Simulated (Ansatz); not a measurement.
Data:

TiC:
```
TiC
1.0
    0.00000     2.16392     2.16392
    2.16392     0.00000     2.16392
    2.16392     2.16392     0.00000
Ti C
1 1
Direct
  0.00000   0.00000   0.00000
  0.50000   0.50000   0.50000
```

This is the r²SCAN-relaxed structure.

### Question
All from the program Ansatz at the r²SCAN level (PAW), unless another level is named. Give the bulk modulus (Birch–Murnaghan fit).

### Answer
262 GPa.

### Question
What about the elastic constants (relaxed ions, GPa)?

### Answer
C11 = 529, C12 = 129, C44 = 189.

Space group Fm-3m (rock salt). The r²SCAN relaxation kept the symmetry of its start. The run is not spin-polarised. As this level gives no gap, shear constants depend on the k-mesh and smearing (Fermi–Dirac, 0.1 eV here).

Potentials: the later of the program's two PAW sets.
